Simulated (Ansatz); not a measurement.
NbAs2:
```cif
data_As8Nb4
_chemical_formula_sum 'Nb4 As8'
_space_group_name_H-M_alt 'C2/m'
_space_group_IT_number 12
_space_group_name_Hall '-C 2y'
_cell_length_a 9.33119
_cell_length_b 3.36243
_cell_length_c 7.77268
_cell_angle_alpha 90.000
_cell_angle_beta 119.387
_cell_angle_gamma 90.000
loop_
_atom_site_label
_atom_site_type_symbol
_atom_site_symmetry_multiplicity
_atom_site_Wyckoff_symbol
_atom_site_fract_x
_atom_site_fract_y
_atom_site_fract_z
_atom_site_occupancy
Nb1 Nb 4 i 0.15682 0.00000 0.19560 1
As1 As 4 i 0.14118 0.00000 0.52826 1
As2 As 4 i 0.40526 0.00000 0.10825 1
```
(The calculation used a cell of 6 atoms; values per cell refer to that cell.)

Relaxed at zero pressure with plane-wave PAW PBEsol (Ansatz code).

Problem. The volume is lowered by 6 % and shape and atoms relax at that volume. What pressure results, and how do the axes share the change?

Solution. 9.7 GPa; a -1.5 %, b -2.5 %, c -2.0 %; the energy rises by 30 meV/atom.

Problem. Give the new structure.

Solution. 
Space group C2/m (No. 12); a = 9.190 Å, b = 3.277 Å, c = 7.614 Å, α = γ = 90.00°, β = 119.40°

| atom | site | symmetry | x | y | z |
|---|---|---|---|---|---|
| Nb | 4i | m | 0.1572 | 0.0000 | 0.1952 |
| As | 4i | m | 0.1399 | 0.0000 | 0.5274 |
| As | 4i | m | 0.4059 | 0.0000 | 0.1128 |

The phase is kept; no other phase was compared at this pressure.

The workflow started from a Materials Project entry (that database holds measured and hypothetical structures alike); the Crystallography Open Database files this formula in space group No. 12, but the cells were not matched. Its standing as an ambient phase is unchecked. Symmetry was held in the PBEsol relaxation; its stability against distortions is not shown here. No spin polarisation was allowed.

Potentials: the later of the program's two PAW sets.
